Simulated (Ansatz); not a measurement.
Trial structure of AsSe2, not yet relaxed:

```
As Se
1.0
     0.00000    3.52529    3.52529
     3.52529    0.00000    3.52529
     3.52529    3.52529    0.00000
As Se
1 2
Direct
  0.00000 0.00000 0.00000
  0.25000 0.25000 0.25000
  0.75000 0.75000 0.75000
```

The calculation used Ansatz 0.2.0, DFT PBE, scalar-relativistic, plane waves, PAW. Settings: cutoff 420 eV, Γ-centred mesh 4×4×4 on the computed 3-atom cell, Gaussian smearing of 0.10 eV; no spin polarisation.

Formation energies are uncorrected and refer to the elements' standard structures at the same level.

**Question.** Estimate its pressure, forces and energy as it stands.

**Answer.** The pressure is -8.0 GPa (it wants to contract), the largest force is 0.00 eV/Å (symmetry fixes the atoms), and the energy is +0.50 eV/atom against the elements. The shortest distance is 3.05 Å.

**Question.** Is it a good guess?

**Answer.** A fair one: relaxing gains about 0.19 eV/atom (the start's value is from the coarse mesh, so the gain is rough) in 9 ionic steps and ends at +0.32 eV/atom on the finer mesh. The symmetry stays Fm-3m (No. 225). The end has the fluorite type. The volume per atom shrinks by 18.5 %, from 29.2 to 23.8 Å³. The shortest distance goes from 3.05 Å (As–Se) to 2.85 Å (As–Se). Conventional cell: a = 6.585 Å. Around As lie 8 Se at 2.85 Å; Se has 4 As at 2.85 Å and 6 Se at 3.29 Å.

The last run used a 12×12×12 mesh for its 3-atom cell and Gaussian smearing of 0.10 eV. An odd number of electrons in the primitive cell allows no gap without spin; a larger cell or a magnetic state could open one. The cell is a metal run without spin; a magnetic state may lie lower. The reference forms of As and Se are held partly by dispersion forces, which this level lacks. The relaxation can't lower the symmetry of the start, and the grade says only how near the guess is to its own end. A structure relaxed within its symmetry needn't be a true minimum. Another cell of AsSe2 relaxed alike, in P-3m1, lies 0.32 eV/atom lower, so this cell isn't the stable form at this level.
